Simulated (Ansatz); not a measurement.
Nb2CS:
```xyz
8
Lattice="3.3245 0.0000 0.0000 -1.6622 2.8791 0.0000 0.0000 0.0000 11.5400" Properties=species:S:1:pos:R:3 pbc="T T T"
Nb     1.6622     0.9597    10.4526
Nb     0.0000     1.9194     1.0874
Nb     0.0000     1.9194     4.6826
Nb     1.6622     0.9597     6.8574
C      0.0000     0.0000     0.0000
C      0.0000     0.0000     5.7700
S      0.0000     1.9194     8.6550
S      1.6622     0.9597     2.8850
```

Relaxed with r²SCAN.

Question: Give the Bader charges and basin volumes of the independent atoms, r²SCAN in the plane-wave PAW code Ansatz.

Answer: 

```tsv
atom	Bader charge (e)	Bader volume (Å³)
Nb1	+1.57	12.2
C5	-1.88	11.6
S7	-1.25	19.2
```

Space group P6_3/mmc. The workflow started from a Materials Project entry (that database holds measured and hypothetical structures alike); the Crystallography Open Database copy checked does not list it. Its standing as an ambient phase is unchecked. The cell was relaxed with r²SCAN under the symmetry of its start; whether a distortion lowers the energy is not shown. No spin polarisation was allowed.

Potentials: the later of the program's two PAW sets.
